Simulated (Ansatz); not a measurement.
HfGe:
```yaml
crystal:
  lattice:
    - [3.16768, 0.00000, 0.00000]
    - [-1.58384, 2.74329, 0.00000]
    - [0.00000, 0.00000, 4.43208]
  atoms:
    - { symbol: Hf, position: [0.00000, 0.00000, 0.00000] }
    - { symbol: Ge, position: [0.66667, 0.33333, 0.50000] }
```

Relaxed with PBE. Special points in fractions of this cell's reciprocal vectors: Γ (0.000, 0.000, 0.000); M (0.500, 0.000, 0.000); K (0.333, 0.333, 0.000); A (0.000, 0.000, 0.500); L (0.500, 0.000, 0.500); H (0.333, 0.333, 0.500).

### Question
List the band energies nearest the Fermi level at these points for plane-wave PAW PBE (Ansatz code).

### Answer
In eV from the Fermi level; about four levels below and three above (degenerate sets whole), none deeper than 8.9 eV; points with the same levels are listed once.

| k | below | above |
|---|---|---|
| Γ | -3.11 -1.96 | 1.27 1.27 4.01 4.01 |
| M | -7.54 -4.98 -2.71 -1.40 | 2.86 3.05 4.29 |
| K | -6.73 -3.85 -2.85 -2.11 | 0.16 1.84 2.21 |
| A | -6.63 | 0.01 1.66 1.66 |
| L | -7.69 -3.95 -3.24 -0.18 | 0.64 1.73 3.84 |
| H | -7.07 -3.60 -2.13 -2.01 | 0.07 1.77 4.39 |

Space group P-6m2. The cell is a constructed one: a structure type filled with these elements; neither database checked (COD, Materials Project) lists it. Whether it is the stable phase at ambient conditions was not checked. The PBE relaxation kept the symmetry of its start; its stability against distortions is not shown here. The run is not spin-polarised. Spin–orbit coupling is left out wherever it is not named.

Potentials: the later of the program's two PAW sets.
